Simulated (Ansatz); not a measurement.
Here is the system:

Relaxed Ti (hcp, Mg type):

```
Ti
1.0
    2.93885     0.00000     0.00000
   -1.46943     2.54512     0.00000
    0.00000     0.00000     4.64996
Ti
2
Direct
  0.33333   0.66667   0.75000
  0.66667   0.33333   0.25000
```

In this cell atom 2 (Ti, nearest neighbour Ti at 2.878 Å; its periodic images, 2.9 Å or more away, move with it) is moved by s along Cartesian x, unit vector (1.000, 0.000, 0.000); all other atoms and the cell stay fixed.

These are PBE (plane waves to 420 eV, PAW, scalar-relativistic; Ansatz, a first-principles code) values and carry that method's errors. k mesh 15×15×8 (Γ-centred), Fermi-Dirac smearing 0.05 eV. Energies are smeared free energies. With partly filled bands, energies and forces of such displacements shift with the k mesh and the smearing. The PAW data are Ansatz's earlier set. Ti is run without spin polarisation. Ti was relaxed with its symmetry unable to fall. The zero of ΔE is the undisplaced structure.

The scan covers s from -0.860 to 0.860 Å in 11 points.

Task: Is the energy the same for equal positive and negative displacements?

Result: Even: the same for both signs. With its periodic images moving along, the atom's site symmetry in this cell is -6m2.

Task: What force acts on the atom along the line at s = -0.860 Å?

Result: 0.412 eV/Å.

Task: What is the energy change at s = 0.860 Å?

Result: 316 meV/cell.

Task: What is the force constant k = d²E/ds² of this move at s = 0?

Result: 1.53 eV/Å².

(For displaced atoms, the force is minus the slope of the energy, and its curvature is a force constant, which sets phonon frequencies.)
